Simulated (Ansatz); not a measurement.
BiPt (NiAs type, space group No. 194) at seven volumes, the program Ansatz at the r²SCAN level (PAW), shape and atoms relaxed at each. One row is withheld.

```tsv
V (Å³/atom)	P (GPa)
20.930	14.24
21.620	8.61
22.310	3.91
23.000	0.00
23.690	-3.24
24.380	?
25.070	-8.21
```

### Question
Fit the shown pressures and predict the withheld one.

### Answer
P = (3/2)B₀(x^(7/2) − x^(5/2))[1 + (3/4)(B′ − 4)(x − 1)] with x = (V₀/V)^(2/3). Least squares on the six rows gives V₀ = 23.001 Å³/atom, B₀ = 119 GPa, B′ = 5.09. At V = 24.380, x = 0.9619 and P = -5.98 GPa. The run itself gave -5.95 GPa.

Space group P6_3/mmc (NiAs type). The workflow started from a Materials Project entry (that database holds measured and hypothetical structures alike); the Crystallography Open Database files this formula in space group No. 194, but the cells were not matched. Whether it is the stable phase at ambient conditions was not checked. The cell was relaxed with r²SCAN under the symmetry of its start; of distortions, only those at the zone centre were tested. No spin polarisation was allowed. Spin–orbit coupling is left out wherever it is not named.

Potentials: the later of the program's two PAW sets.
